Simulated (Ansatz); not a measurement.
Total density of states per atom from the program Ansatz at the LDA level (PAW), in 0.25 eV bins, energy from the Fermi level:

```
E (eV)  states/eV/atom
------  --------------
-7.85             0.61
-7.60             0.59
-7.35             0.58
-7.10             0.59
-6.85             0.66
-6.60             0.02
-6.35             0.00
-6.10             0.00
-5.85             0.00
-5.60             0.00
-5.35             0.00
-5.10             0.00
-4.85             0.00
-4.60             0.00
-4.35             0.04
-4.10             0.13
-3.85             0.19
-3.60             0.24
-3.35             0.32
-3.10             0.44
-2.85             0.56
-2.60             0.79
-2.35             0.81
-2.10             0.77
-1.85             0.53
-1.60             0.36
-1.35             0.43
-1.10             0.47
-0.85             0.49
-0.60             0.49
-0.35             0.50
-0.10             0.49
0.15              0.49
0.40              0.51
0.65              0.54
0.90              0.57
1.15              0.59
1.40              0.63
1.65              0.65
1.90              0.73
2.15              0.79
2.40              0.76
2.65              0.73
2.90              0.71
3.15              0.69
3.40              0.67
3.65              0.65
3.90              0.63
4.15              0.61
4.40              0.59
4.65              0.57
```

**Question.** Which of these materials gives this?
A) TePb, rock salt
B) Pb, fcc (Cu type)
C) Rh, fcc (Cu type)
D) Ni, fcc (Cu type)

**Answer.** B, Pb, fcc (Cu type). Within 0.5 eV of the Fermi level: Pb 6p 85 %, Pb 6s 12 %. Projections are on Löwdin-orthogonalised atomic valence shells; empty p or d shells of many metals are not among them.

Space group Fm-3m (fcc (Cu type)). Symmetry was held in the LDA relaxation. Scalar-relativistic: spin–orbit coupling is off unless named, which matters more the heavier the elements.

Potentials: the later of the program's two PAW sets.
